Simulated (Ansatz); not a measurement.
Given:

InSb:
```xyz
6
Lattice="4.6375 0.0000 0.0000 -2.3188 4.0162 0.0000 0.0000 0.0000 10.1817" Properties=species:S:1:pos:R:3 pbc="T T T"
In     2.3198     0.0000     6.7878
In    -1.1599     2.0090     3.3939
In     1.1589     2.0072     0.0000
Sb     2.3194     0.0000     1.6970
Sb    -1.1597     2.0086     8.4848
Sb     1.1591     2.0076     5.0909
```

This is the r²SCAN-relaxed structure.

All from plane-wave PAW r²SCAN (Ansatz code), unless another level is named. Estimate the electronic character.

no gap, with almost no states at the Fermi level (zero-gap or semimetallic).

Give the formation energy from the elements (no fitted shifts).

-0.12 eV/atom.

Space group P6_222. The start of the workflow was typed in or built on a structure type; neither database checked (COD, Materials Project) lists it. It is not the phase usual at ambient conditions (space group No. 216). Symmetry was held in the r²SCAN relaxation; its stability against distortions is not shown here. The references are the lowest solids computed at this level, not always the standard phases. Scalar-relativistic: spin–orbit coupling is off unless named, which matters more the heavier the elements.

Potentials: the earlier of the program's two PAW sets.
